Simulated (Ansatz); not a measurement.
An Ansatz (a quantum-chemistry and plane-wave program) run. Input:

Ansatz 0.2 input:
```yaml
crystal:
  lattice:
    - [2.7746205165, 0.0, 0.0]
    - [-1.3873102583, 2.4028918532, 0.0]
    - [0.0, 0.0, 4.4934206171]
  atoms:
    - { symbol: Mo, position: [0.6666666667, 0.3333333333, 0.0] }
    - { symbol: Pt, position: [0.3333333333, 0.6666666667, 0.5] }
kpoints:
  mp_grid: { grid: [12, 12, 7] }
  band_path:
    path:
      - [[0.0, 0.0, 0.0], [0.5, 0.0, 0.0], [0.3333333333, 0.3333333333, 0.0], [0.0, 0.0, 0.0], [0.0, 0.0, 0.5], [0.5, 0.0, 0.5], [0.3333333333, 0.3333333333, 0.5], [0.0, 0.0, 0.5]]  # Γ-M-K-Γ-A-L-H-A
      - [[0.5, 0.0, 0.5], [0.5, 0.0, 0.0]]  # L-M
      - [[0.3333333333, 0.3333333333, 0.5], [0.3333333333, 0.3333333333, 0.0]]  # H-K
    npoints: 8
basis: { xc_grid: 2 }
hamiltonian:
  xc: pbesol
  pseudopotentials: { kind: paw }
magnetization: { noncollinear: true, spin_orbit: true }
scf:
  n_extra_bands: 12
  convergence: { dr2_threshold: 0.0000000001 }
  occupations: { method: gaussian, width: 0.05 }
output: { eigenvalues: true }
```

Output (shortened):

```
Pseudopotential: Mo, paw_fr, valence charge 14
Pseudopotential: Pt, paw_fr, valence charge 18
Functional definition: PBEsol
non-collinear run that drives no moment, with spin-orbit …
Crystal: 2 atoms, lattice volume = 29.958 Å³
Basis set: ecut = 420 eV, 579 PW (Γ), exchange–correlation on 40×40×64 points (8 copies of the dense FFT grid, shifted against one another)
Bands: 44, of which v1, the nominal top of the filled ones, is band 32 counted from 1 (31 counted from 0)
Symmetry: 12 space group operations + 12 with time reversal
k-points: 76 of 1008 (time reversal used)
Projection manifold: j_resolved (fully-relativistic pseudo-atomic orbitals)
SCF iter   1: F=—  HF=-17318.816379 eV  |F-HF|=—  |Δ(HF+E_count)|=         —  Δρ=1.54e-1  dr2=1.25e1  dr2_m=0.00e0 (ungated)  ethr=3.10e-3  |M|=0.00e0 ∫|m|=0.00e0 μB  |m|>n=0.0e0 m-floor=0.0e0 τ_xc=0.0e0  β_m=0.30  ⟨swp⟩=6.8  Hψ=15031  notcnv=0  defer=42
preconditioner: auto → none
SCF iter   2: F=—  HF=-17317.345148 eV  |F-HF|=—  |Δ(HF+E_count)|=    1.47e0  Δρ=7.67e-2  dr2=2.02e0  dr2_m=0.00e0 (ungated)  ethr=3.10e-3  |M|=0.00e0 ∫|m|=0.00e0 μB  |m|>n=0.0e0 m-floor=0.0e0 τ_xc=0.0e0  β_m=0.39  ⟨swp⟩=2.0  Hψ=5541  notcnv=0  defer=396
SCF iter   3: F=—  HF=-17316.944457 eV  |F-HF|=—  |Δ(HF+E_count)|=   4.01e-1  Δρ=4.85e-2  dr2=1.85e0  dr2_m=0.00e0 (ungated)  ethr=3.10e-3  |M|=0.00e0 ∫|m|=0.00e0 μB  |m|>n=0.0e0 m-floor=0.0e0 τ_xc=0.0e0  β_m=0.35  ⟨swp⟩=2.0  Hψ=5400  notcnv=0  defer=396
SCF iter   4: F=—  HF=-17316.747132 eV  |F-HF|=—  |Δ(HF+E_count)|=   1.97e-1  Δρ=1.64e-2  dr2=6.53e-2  dr2_m=0.00e0 (ungated)  ethr=3.10e-3  |M|=0.00e0 ∫|m|=0.00e0 μB  |m|>n=0.0e0 m-floor=0.0e0 τ_xc=0.0e0  β_m=0.46  ⟨swp⟩=2.1  Hψ=4413  notcnv=0  defer=401
SCF iter   5: F=—  HF=-17316.749121 eV  |F-HF|=—  |Δ(HF+E_count)|=   1.99e-3  Δρ=4.91e-3  dr2=9.72e-3  dr2_m=0.00e0 (ungated)  ethr=2.04e-4  |M|=0.00e0 ∫|m|=0.00e0 μB  |m|>n=0.0e0 m-floor=0.0e0 τ_xc=0.0e0  β_m=0.51  ⟨swp⟩=2.8  Hψ=5421  notcnv=0  defer=400
SCF iter   6: F=—  HF=-17316.749123 eV  |F-HF|=—  |Δ(HF+E_count)|=   1.82e-6  Δρ=8.72e-4  dr2=9.35e-5  dr2_m=0.00e0 (ungated)  ethr=3.04e-5  |M|=0.00e0 ∫|m|=0.00e0 μB  |m|>n=0.0e0 m-floor=0.0e0 τ_xc=0.0e0  β_m=0.57  ⟨swp⟩=1.1  Hψ=2956  notcnv=0  defer=400
SCF iter   7: F=—  HF=-17316.749194 eV  |F-HF|=—  |Δ(HF+E_count)|=   7.05e-5  Δρ=1.83e-4  dr2=1.51e-5  dr2_m=0.00e0 (ungated)  ethr=2.92e-7  |M|=0.00e0 ∫|m|=0.00e0 μB  |m|>n=0.0e0 m-floor=0.0e0 τ_xc=0.0e0  β_m=0.68  ⟨swp⟩=2.6  Hψ=5207  notcnv=0  defer=400
SCF iter   8: F=—  HF=-17316.749194 eV  |F-HF|=—  |Δ(HF+E_count)|=   3.39e-7  Δρ=2.87e-5  dr2=1.80e-7  dr2_m=0.00e0 (ungated)  ethr=4.72e-8  |M|=0.00e0 ∫|m|=0.00e0 μB  |m|>n=0.0e0 m-floor=0.0e0 τ_xc=0.0e0  β_m=0.71  ⟨swp⟩=1.4  Hψ=3123  notcnv=0  defer=400
SCF iter  11: F=-17316.749193 eV  HF=-17316.749193 eV  |F-HF|=7.28e-12  |Δ(HF+E_count)|=  3.64e-11  Δρ=1.20e-7  dr2=6.89e-12  dr2_m=0.00e0 (ungated)  ethr=1.00e-12  |M|=0.00e0 ∫|m|=0.00e0 μB  |m|>n=0.0e0 m-floor=0.0e0 τ_xc=0.0e0  ⟨swp⟩=8.5  Hψ=10414  notcnv=0
SCF 1 converged in 11 iterations: F = -17316.749193 eV  dr2 = 6.89e-12
NSCF: frozen V_eff on 75 k-points
SCF converged after 11 iterations
Magnetization: |M| = 0.0000 μB,  M = (+0.0000, +0.0000, +0.0000) μB
Absolute magnetization: 0.0000 μB (∫|m|)
  site 0: m = (+0.0000, +0.0000, +0.0000) μB, |m| = 0.0000 μB  (R = 1.14 Å)
  site 1: m = (+0.0000, +0.0000, +0.0000) μB, |m| = 0.0000 μB  (R = 1.14 Å)
Free energy (F): -17316.749193 eV
Harris-Foulkes:  -17316.749193 eV  (|F-HF|=7.28e-12)
Internal energy: -17316.746385 eV  (E = F + TS)
E sigma→0 (E₀):  -17316.747789 eV
Entropy (-TS):   -0.002808 eV (-1.404 meV/atom)
Fermi energy:    22.981373 eV
--- Per-component energies (eV) ---
  E_band       = -182.748564
  E_kinetic    = 1079.901703
  E_local      = -2277.918235  (includes V_loc(G=0)·N_el)
  E_nonlocal   = 333.732246
  E_hartree    = 822.451748
  E_xc         = -444.064059
  E_vxc        = -532.684805  (∫ρ·V_xc dr)
  E_paw        = -12486.241694  (= ΣΔE_a)
  E_vpaw       = -430.683164  (= ΣTr[D̂ρ^β])
  E_aug_tail   = 0.000187  (compensation charges beyond the density's cutoff)
  E_ewald      = -4345.110888
  E_core_change = 0.502607  (= ΣΔE_core)
  E_smearing   = -0.002808  (= −TS)
  E_closure    = 0.000000  (closes the sum)
  Σ components = -17316.749193   (vs F -17316.749193, Δ=0.00e0)
  [band-id]    e_kinetic+e_local+e_nonlocal+2·e_hartree+e_vxc+e_vpaw+e_augmentation_tail = -182.748572   (vs E_band -182.748564, Δ=-7.98e-6)
--- Band table (eV; the first three rows and the last of 76) ---
  k-point 0: bands = ["-76.0713", "-76.0713", "-41.3618", "-41.3618", "-38.0425", "-38.0425", "-26.3862", "-26.3862", "-26.1134", "-26.1134", "-13.5362", "-13.5362", "-11.1461", "-11.1461", "-10.6311", "-10.6311", "13.2928", "13.2928", "16.2539", "16.2539", …
  k-point 1: bands = ["-76.0713", "-76.0713", "-41.3621", "-41.3621", "-38.0423", "-38.0423", "-26.3843", "-26.3843", "-26.1134", "-26.1134", "-13.5395", "-13.5395", "-11.1510", "-11.1510", "-10.6312", "-10.6312", "13.4716", "13.4716", "16.3442", "16.3442", …
  k-point 2: bands = ["-76.0713", "-76.0713", "-41.3627", "-41.3627", "-38.0420", "-38.0420", "-26.3801", "-26.3801", "-26.1133", "-26.1133", "-13.5468", "-13.5468", "-11.1622", "-11.1622", "-10.6316", "-10.6316", "13.9219", "13.9219", "16.6232", "16.6232", …
  k-point 75: bands = ["-76.0464", "-76.0464", "-41.4374", "-41.4366", "-37.8305", "-37.8304", "-26.4473", "-26.4469", "-26.4445", "-26.4413", "-13.9108", "-13.9085", "-11.5176", "-11.5165", "-11.3644", "-11.3560", "17.0423", "17.3095", "17.3862", "17.8080", …
```

Cost: around 40 core-seconds (rough) on shared cores.

Space group P-6m2. The first step of the workflow began from a Materials Project structure, measured or hypothetical; the Crystallography Open Database copy checked does not list it. With Mo and Pt taken as one species the cell has the higher symmetry P6_3/mmc, so it may be an ordered model of a mixed-site phase. Its standing as an ambient phase is unchecked. The cell was relaxed with PBEsol under the symmetry of its start; its stability against distortions is not shown here. The run is not spin-polarised.

Potentials: the later of the program's two PAW sets.

Ansatz is a plane-wave DFT program.
